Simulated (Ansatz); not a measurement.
## How far is PAW off for MnHg?

```
CELL_PARAMETERS angstrom
3.28800 0.00000 0.00000
0.00000 3.28800 0.00000
0.00000 0.00000 3.31300
ATOMIC_POSITIONS crystal
Mn 0.50000 0.50000 0.50000
Hg 0.00000 0.00000 0.00000
```

Atom numbers follow the list: Mn1, Hg2.

The conventional cell has a = 3.288 Å, b = 3.288 Å, c = 3.313 Å, α = 90.00°, β = 90.00°, γ = 90.00°. Around Mn (atom 1) lie 8 Hg at 2.85 Å. Hg (atom 2) has 8 Mn at 2.85 Å as nearest neighbours.

The cell is COD entry 1522568, as deposited and not checked against the literature; nothing was relaxed.

The magnetic state is the one reached from the start moments; no search over orders was made, so it needn't be the ground state.

Spin–orbit coupling is left out, though it moves levels of the heavy atoms by tenths of an eV or more.

Levels of theory: DFT, PBE, PAW with Ansatz's default frozen-core files, scalar-relativistic (Ansatz 0.2.0); DFT, PBE, all-electron PAW with datasets made for the crystal, scalar-relativistic (Ansatz 0.2.0); DFT, PBE, all-electron LAPW, scalar-relativistic (Ansatz 0.2.0).

For PAW: a Γ-centred 11×11×11 k mesh, Fermi–Dirac smearing of 0.05 eV, cutoff 420 eV, spin-polarised from start moments Mn1 4 μB. The crystal-made all-electron datasets (AE datasets) take a cutoff of 260 eV at this cell. LAPW targets a basis error of 0.5 meV/atom. The Ansatz runs share mesh, smearing and spin set-up. Plane-wave (PAW) pressures include the program's estimate of the Pulay term.

Stress and pressure are positive in compression.

Levels count from the Fermi level.

| quantity | PAW | AE datasets | LAPW |
| --- | --- | --- | --- |
| pressure (GPa) | 1.94 | 1.97 | 1.97 |
| moment of the cell (μB) | 3.887 | 3.891 | 3.891 |
| highest filled spin-up level at Z (eV) | -1.587 | -1.594 | -1.594 |
| lowest empty spin-up level at Z (eV) | 10.118 | 10.115 | 10.115 |
| highest filled spin-up level at Γ (eV) | -2.028 | -2.031 | -2.031 |
| lowest empty spin-up level at Γ (eV) | 4.716 | 4.716 | 4.717 |

PAW's pressure differs from the LAPW value by -0.03 GPa.
